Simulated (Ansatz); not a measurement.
**Data sheet: SrGaSi (DFT)**

SrGaSi in space group P-6m2 (No. 187; Sr on 1a, Ga on 1d, Si on 1f), a = 4.176 Å, b = 4.176 Å, c = 4.743 Å, α = 90.00°, β = 90.00°, γ = 120.00°.

Space group P-6m2 (No. 187); conventional cell a = 4.176 Å, b = 4.176 Å, c = 4.743 Å, α = 90.00°, β = 90.00°, γ = 120.00°.

Method: the program Ansatz at the r²SCAN level (PAW). The cell and atoms are relaxed at this level. Other levels are named where they apply.

**Cell and energy**

```json
{
 "volume_per_atom": "23.88 Å³",
 "density": "4.30 g/cm³",
 "Formation energy from the elements (no fitted shifts)": "-0.55 eV/atom"
}
```

**Electronic structure**

```json
{
 "electronic_character": "metallic (no gap)",
 "Density of states at the Fermi level": "0.33 states/eV per atom (mean over ±0.08 eV)"
}
```

The first step of the workflow began from a Materials Project structure, measured or hypothetical; the Crystallography Open Database copy checked does not list it. With Ga and Si taken as one species the cell has the higher symmetry P6/mmm, so it may be an ordered model of a mixed-site phase. Its standing as an ambient phase is unchecked. The r²SCAN relaxation kept the symmetry of its start; its stability against distortions is not shown here. The references are the lowest solids computed at this level, not always the standard phases. Spin–orbit coupling is left out wherever it is not named.

Potentials: the later of the program's two PAW sets.
